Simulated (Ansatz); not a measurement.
## Is this Al2B2N structure a true minimum?

The cell was found from a structure generator's guess, not taken from experiment.

Computed with DFT PBE, scalar-relativistic, plane waves, PAW in Ansatz 0.2.0. Plane waves to 420 eV, a k mesh through Γ of 12×12×6 on the computed 5-atom cell and Gaussian smearing (0.10 eV); no spin polarisation.

The cell below (5 atoms, space group P-3m1 (No. 164)) is relaxed within its symmetry.

```xyz
5
Lattice="2.9766 0.0000 0.0000 -1.4883 2.5778 0.0000 0.0000 0.0000 5.9152" Properties=species:S:1:pos:R:3 pbc="T T T"
Al    0.0000    1.7185    4.7568
Al    1.4883    0.8593    1.1584
B     0.0000    1.7185    2.7309
B     1.4883    0.8593    3.1843
N     0.0000    0.0000    0.0000
```

For the test a repeat of it with 10 atoms (edges 2.98, 2.98, 11.83 Å) was strained at random (σ = 1.5 % a component), the atoms were moved at random (σ = 0.10 Å), and all was relaxed again on a coarse 12×12×2 mesh (in the run’s order of axes) with 0.20 eV smearing, with no symmetry imposed.

Task: Is the structure stable against such a distortion?

Result: It returns, within 1 meV/atom of the unmoved cell on that mesh and with the same symmetry when read at 0.1 Å. No instability shows in this cell; modes of other wave vectors, which need another repeat, aren't tested.
